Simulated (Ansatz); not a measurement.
ZrRh:
```xyz
2
Lattice="3.2539 0.0000 0.0000 0.0000 3.2539 0.0000 0.0000 0.0000 3.2539" Properties=species:S:1:pos:R:3 pbc="T T T"
Rh     0.0000     0.0000     0.0000
Zr     1.6270     1.6270     1.6270
```

Relaxed with PBEsol. Special points in fractions of this cell's reciprocal vectors: Γ (0.000, 0.000, 0.000); X (0.000, 0.500, 0.000); M (0.500, 0.500, 0.000); R (0.500, 0.500, 0.500).

Task: List the band energies nearest the Fermi level at these points for the program Ansatz at the PBEsol level (PAW).

Result: In eV from the Fermi level; about four levels below and three above (degenerate sets whole), none deeper than 8.9 eV; points with the same levels are listed once.

```json
[
 {"k": "Γ", "below": "-5.14 -5.14 -2.38 -2.38 -2.38", "above": "1.13 1.13 4.36 4.36 4.36"},
 {"k": "X", "below": "-2.47 -2.47 -1.83 -1.28", "above": "0.25 0.83 0.83"},
 {"k": "M", "below": "-3.65 -3.65 -1.00 -0.25", "above": "1.24 1.24 1.80"},
 {"k": "R", "below": "-2.25 -2.25 -2.25 -0.94 -0.94", "above": "4.96 4.96 5.67"}
]
```

Space group Pm-3m (CsCl type). The workflow started from an entry of the Crystallography Open Database (COD), which files this formula under 2 space groups. Whether it is the stable phase at ambient conditions was not checked. The cell was relaxed with PBEsol under the symmetry of its start; whether a distortion lowers the energy is not shown. The run is not spin-polarised. Spin–orbit coupling is left out wherever it is not named.

Potentials: the later of the program's two PAW sets.
